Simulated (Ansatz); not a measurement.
Relaxed ZnS (wurtzite):

```
CELL_PARAMETERS angstrom
      3.84511     0.00000     0.00000
     -1.92255     3.32996     0.00000
      0.00000     0.00000     6.30566
ATOMIC_POSITIONS crystal
  Zn 0.66667 0.33333 0.99985
  Zn 0.33333 0.66667 0.49985
  S  0.66667 0.33333 0.62535
  S  0.33333 0.66667 0.12535
```

Scan: atom 1 (Zn, nearest neighbour S at 2.357 Å; its periodic images, 3.8 Å or more away, move with it) is displaced along Cartesian z, direction (0.000, 0.000, 1.000) in Cartesian axes, by s. The other atoms stay.

Calculation: PBE (plane waves to 420 eV, PAW, scalar-relativistic; Ansatz, an electronic-structure program). k mesh 8×8×4 (Γ-centred), Fermi-Dirac smearing 0.05 eV. Left out: 1 of 11 points, with atoms too close for the PAW data. F∥ is the force on the atom along that direction. ZnS was relaxed with its symmetry unable to fall. 

```tsv
s (Å)	F∥ (eV/Å)
-0.568	13.089
-0.426	7.058
-0.284	3.473
-0.142	1.311
0.000	0.000
0.142	-0.767
0.284	-1.150
0.426	-1.233
0.568	-1.076
0.710	-0.749
```

What is the force constant k = d²E/ds² of this move at s = 0?

7.04 eV/Å². The forces along the line at the two nearest points give (1.311 − (-0.767)) / (2·0.142) = 7.32 eV/Å²; the next pair corrects for the finite step.

(For displaced atoms, the force is minus the slope of the energy, and its curvature is a force constant, which sets phonon frequencies.)
